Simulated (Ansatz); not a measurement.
Rb (bcc, W type)

```xyz
2
Lattice="-5.6710 5.6710 5.6710 0.0000 0.0000 5.6710 0.0000 5.6710 0.0000" Properties=species:S:1:pos:R:3 pbc="T T T"
Rb     0.0000     0.0000     0.0000
Rb    -2.8355     8.5065     8.5065
```

The atoms are displaced by Q × the pattern below (from a DFPT mode at H = (0.5, 0.5, 0.5), largest move 1; Q in Å), at fixed cell. It is one choice among 3 degenerate patterns. (q is in reciprocal vectors of the primitive cell; the cell shown is doubled to hold the pattern.)

```
atom      x      y       z
----  -----  -----  ------
Rb1   0.000  0.000  -1.000
Rb2   0.000  0.000   1.000
```

The numbers are results of PBE (plane waves to 420 eV, PAW, scalar-relativistic; Ansatz, a first-principles code), not measurements. k mesh 12×12×12 (Γ-centred), Fermi-Dirac smearing 0.05 eV. E stands for the smeared free energy. With partly filled bands, energies and forces of such displacements shift with the k mesh and the smearing. Rb was relaxed with its symmetry unable to fall. ΔE is measured from the undisplaced structure. The last digit holds for this mesh only.

```csv
Q (Å),ΔE (meV/cell)
-0.180,19.76
-0.150,13.77
-0.120,8.84
-0.090,4.98
-0.060,withheld
-0.030,0.56
0.000,0.00
0.030,0.56
0.060,withheld
0.090,4.98
0.120,8.84
0.150,13.77
0.180,19.76
```

Fit an even polynomial form (powers 2, 4) to the given rows and predict ΔE at Q = -0.060.

Least squares on the 11 given rows: ΔE = (616.9)·Q² + (-216.2)·Q⁴, in meV/cell with Q in Å; root-mean-square residual 0.003 meV/cell. At -0.060 the fit gives 2.22 meV/cell; the calculation gives 2.22 meV/cell, the same to the digits shown. The quadratic term alone would give 2.22 meV/cell.

(For displaced atoms, the force is minus the slope of the energy, and its curvature is a force constant, which sets phonon frequencies.)
